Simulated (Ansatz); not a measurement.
TaSe$_{2}$ in space group P-3 (No. 147; Pearson symbol hP39), plane-wave PAW PBE+D3(BJ) (Ansatz code), all energies at zero smearing, with the estimated change up to a 700 eV cutoff added, with one set of potentials and settings (totals compare only within such a set). Cell of 39 atoms (13 Ta, 26 Se): -271364.009 eV.

| element | reference phase | E (eV/atom) |
|---|---|---|
| Ta | Im-3m, 1 atoms in the cell | -9932.9154 |
| Se | P3_121, 3 atoms in the cell | -5469.4069 |

Formation energy per atom, worked out: (-271364.009 − 13×(-9932.9154) − 26×(-5469.4069))/39 = -0.808 eV/atom (-78 kJ per mol of atoms), at 0 K, without zero-point energy or fitted corrections.

The start of the workflow was typed in or built on a structure type; neither database checked (COD, Materials Project) lists it. COD files the formula under space group No. 2, 42, 166, 186, 194. Its standing as an ambient phase is unchecked. The cell was relaxed with PBE+D3(BJ) under the symmetry of its start; its stability against distortions is not shown here. No spin polarisation was allowed. The references are the lowest solids computed at this level, not always the standard phases. Spin–orbit coupling is left out wherever it is not named.

Potentials: the later of the program's two PAW sets.
